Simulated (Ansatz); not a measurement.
A trial cell of CoSi$_{2}$ was relaxed with r2SCAN (plane waves to 500 eV, PAW, scalar-relativistic; Ansatz, an electronic-structure program).

Before: Pnma (No. 62), oP12; a = 9.628 Å, b = 4.508 Å, c = 3.270 Å, α = β = γ = 90.00°.

After relaxation:

Simulated powder pattern, neutron, λ = 1.5401 Å (kinematic, ideal powder, no thermal factors, coherent scattering alone; the 24 strongest lines at most, above 1 %, up to 2θ = 90°):

| 2θ (°) | I/Imax (%) |
|---|---|
| 29.07 | 8.9 |
| 33.69 | 28 |
| 48.39 | 100 |
| 57.44 | 8.1 |
| 60.25 | 14 |
| 70.84 | 28 |
| 78.33 | 5.3 |
| 80.78 | 28 |

Task: Identify the relaxed structure from its pattern: crystal system, space group and cell.

Result: Cubic, Fm-3m (No. 225), cF12, AFLOW prototype AB2_cF12_225_a_c (C1, as in CaF2); a = 5.3148 Å, b = 5.3148 Å, c = 5.3148 Å, α = 90.00°, β = 90.00°, γ = 90.00°. Sites: Co 4a (0.000, 0.000, 0.000); Si 8c (0.250, 0.250, 0.250).

Task: Index the strongest lines.

Result: 33.69° (200), 48.39° (220), 60.25° (222), 70.84° (400), 80.78° (420).

No spin polarisation in the result: the starting moments vanished. The relaxed primitive cell holds an odd number of electrons. A magnetic state may lie lower.

The run could not lose the symmetry of its start.

The first start was generated by placing the elements on the sites of a structure type. A measured structure of CoSi2 has the same space group, Fm-3m (No. 225); the sites were not compared with it.
